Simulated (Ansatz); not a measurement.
With the program Ansatz at the r²SCAN level (PAW), Li₆SI₂O in the cubic phase (Fm-3m; Li on 24e, I on 8c, S on 4a, O on 4b) relaxes to a = 8.824 Å. S has 6 nearest neighbours from 2.43 Å (octahedral); O has 6 nearest neighbours from 1.98 Å (octahedral). Against the elements it lies at -1.52 eV/atom, with no fitted shifts.

It is gapped at this level: 4.21 eV (direct). The valence maximum lies at X and the conduction minimum at X (3 equivalent valleys). HSE06 on the same cell gives 4.60 eV. Gap from r²SCAN with spin–orbit coupling: 4.15 eV. Electrons at the band edge weigh 0.18, 0.62, 0.62 mₑ (principal values).

An equation-of-state fit gives a bulk modulus of 37.1 GPa. The relaxed-ion elastic constants in GPa are C11 = 64.2, C12 = 23.5, C44 = 25.8. The elastic constants imply a Debye temperature near 340 K. Bader charges are Li +0.90, I -0.94, S -1.72, O -1.78 e.

The start of the workflow was typed in or built on a structure type; neither database checked (COD, Materials Project) lists it. Its standing as an ambient phase is unchecked. The r²SCAN relaxation kept the symmetry of its start; whether a distortion lowers the energy is not shown. The volume moved by 21 % from the start of the relaxation. The references are the lowest solids computed at this level, not always the standard phases (solids in place of the gases). Scalar-relativistic: spin–orbit coupling is off unless named, which matters more the heavier the elements.

Potentials: the later of the program's two PAW sets.
